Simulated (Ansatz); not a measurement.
## Cold compression of AlNi (CsCl type)

```xyz
2
Lattice="2.8934 0.0000 0.0000 0.0000 2.8934 0.0000 0.0000 0.0000 2.8934" Properties=species:S:1:pos:R:3 pbc="T T T"
Ni    0.0000    0.0000    0.0000
Al    1.4467    1.4467    1.4467
```

The cell comes from a relaxation on PAW files under the same functional, begun from a prototype that needn't be the stable phase.

Its volume is scaled at fixed shape and fractional positions.

Computed with Ansatz 0.2.0; functional PBE, scalar-relativistic. Settings: a Γ-centred 14×14×14 k mesh, Fermi–Dirac smearing of 0.08 eV, no spin polarisation. Methods: LAPW: all electrons, basis error target 1 meV/atom; PAW: frozen-core files, cutoff 420 eV; crystal datasets: all electrons, by PAW datasets that the program makes for each cell; norm-conserving: pseudopotentials, cutoff 1400 eV; PAW (cutoff 300 eV): frozen-core files, cutoff 300 eV.

Energies are extrapolated to zero smearing and count from the unscaled cell; pressure is positive in compression; gaps take the mesh and a band path. No temperature or zero-point motion is included.

Spin polarisation is left out, though a magnetic state may lie lower.

| V/V0 | V (Å³/atom) | P LAPW (GPa) | ΔE LAPW (eV/atom) | P PAW − LAPW (GPa) | ΔE PAW − LAPW (meV/atom) |
| --- | --- | --- | --- | --- | --- |
| 1.00 | 12.11 | -0.04 | 0.000 | 0.04 | 0.0 |
| 0.94 | 11.38 | 11.19 | 0.024 | 0.07 | 0.3 |
| 0.88 | 10.66 | 26.7 | 0.108 | 0.13 | 0.7 |
| 0.80 | 9.69 | ? | ? | ? | ? |
| 0.72 | 8.72 | 105.6 | 0.835 | 0.44 | 4.0 |
| 0.64 | 7.75 | 184.2 | 1.691 | 0.64 | 7.3 |
| 0.55 | 6.66 | 340.0 | 3.420 | 0.25 | 11.1 |

**Question.** Fit the Vinet equation to the LAPW pressures shown (residuals weighted by 1/(|P| + 0.03·Pmax)), and predict the pressure of the withheld row.

**Answer.** The fit gives V0 = 12.11 Å³/atom, B0 = 156 GPa and B0′ = 4.65. At 9.69 Å³/atom, x = (V/V0)^(1/3) = 0.9283, and P = 3·B0·(1 − x)/x²·exp[1.5·(B0′ − 1)·(1 − x)] = 57.5 GPa. The run itself gave 57.3 GPa (+0.4 % off) and ΔE = 0.354 eV/atom.

**Question.** From the table, what is the rise of the enthalpy H = E + pV up to the last row, and how stiff is the crystal between the last two rows?

**Answer.** ΔH = 3.420 eV + (340.0 GPa × 6.66 Å³ + 0.04 GPa × 12.11 Å³) × 0.006242 eV/(GPa·Å³) = 17.56 eV/atom, of which pV makes 81 %. The mean bulk modulus there is −ΔP/Δln V = 1030 GPa.

**Question.** At the smallest volume, how far do crystal datasets and norm-conserving and PAW (cutoff 300 eV) lie from LAPW in pressure?

**Answer.** crystal datasets: 0.00 GPa; norm-conserving: -0.82 GPa; PAW (cutoff 300 eV): +0.80 GPa, on a LAPW pressure of 340.0 GPa.

**Question.** How do the Löwdin populations by LAPW change from the unscaled cell to the last row?

**Answer.** Ni 3s 1.96 → 1.91, Ni 3d 8.96 → 9.09, Al 2s 1.99 → 1.95, Al 3s 0.95 → 0.77, Al 3p 2.46 → 2.59 electrons an atom. These are projections on the shells that the free atoms fill; 0.18 e a cell lies outside them at the start and 0.21 e at the end.
